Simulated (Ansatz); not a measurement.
## How far is PAW off for Si₂Mo?

```xyz
3
Lattice="-1.6000 1.6000 3.9305 1.6000 -1.6000 3.9305 1.6000 1.6000 -3.9305" Properties=species:S:1:pos:R:3 pbc="T T T"
Si    0.0000    0.0000    2.6177
Si    0.0000    0.0000    5.2433
Mo    0.0000    0.0000    0.0000
```

Atoms are numbered in the order listed.

The geometry is COD entry 1010282, unchecked; take it as a test cell. It is an old determination, and later ones may differ.

Levels of theory: DFT, PBEsol, PAW with Ansatz's default frozen-core files, scalar-relativistic (Ansatz 0.2.0); DFT, PBEsol, all-electron PAW with datasets made for the crystal, scalar-relativistic (Ansatz 0.2.0); DFT, PBEsol, all-electron LAPW, scalar-relativistic (Ansatz 0.2.0).

For PAW: a Γ-centred 12×12×16 k mesh, Fermi–Dirac smearing of 0.03 eV, cutoff 420 eV, no spin polarisation; the PAW files were made with PBE, and the program remakes their frozen cores for this functional; this mesh doesn't keep the crystal's whole symmetry, which leaves small spurious terms. The crystal-made all-electron datasets (AE datasets) take a cutoff of 300 eV at this cell. LAPW targets a basis error of 1 meV/atom. The Ansatz runs share mesh, smearing and spin set-up. Plane-wave (PAW) pressures include the program's estimate of the Pulay term.

Stress and pressure are positive in compression.

Levels count from the Fermi level.

```json
{"quantity": "pressure (GPa)", "PAW": "-2.75", "AE datasets": "-2.71", "LAPW": "-2.71"}
{"quantity": "stress xx (GPa)", "PAW": "-2.31", "AE datasets": "-2.27", "LAPW": "-2.27"}
{"quantity": "stress zz (GPa)", "PAW": "-3.62", "AE datasets": "-3.58", "LAPW": "-3.58"}
{"quantity": "force on Si1, z (eV/Å)", "PAW": "0.331", "AE datasets": "0.331", "LAPW": "0.331"}
{"quantity": "highest filled level at X (eV)", "PAW": "-1.169", "AE datasets": "-1.169", "LAPW": "-1.169"}
{"quantity": "lowest empty level at X (eV)", "PAW": "2.283", "AE datasets": "2.284", "LAPW": "2.284"}
{"quantity": "highest filled level at Γ (eV)", "PAW": "-2.681", "AE datasets": "-2.681", "LAPW": "-2.681"}
{"quantity": "lowest empty level at Γ (eV)", "PAW": "0.393", "AE datasets": "0.394", "LAPW": "0.394"}
```

PAW's pressure differs from the LAPW value by -0.04 GPa.
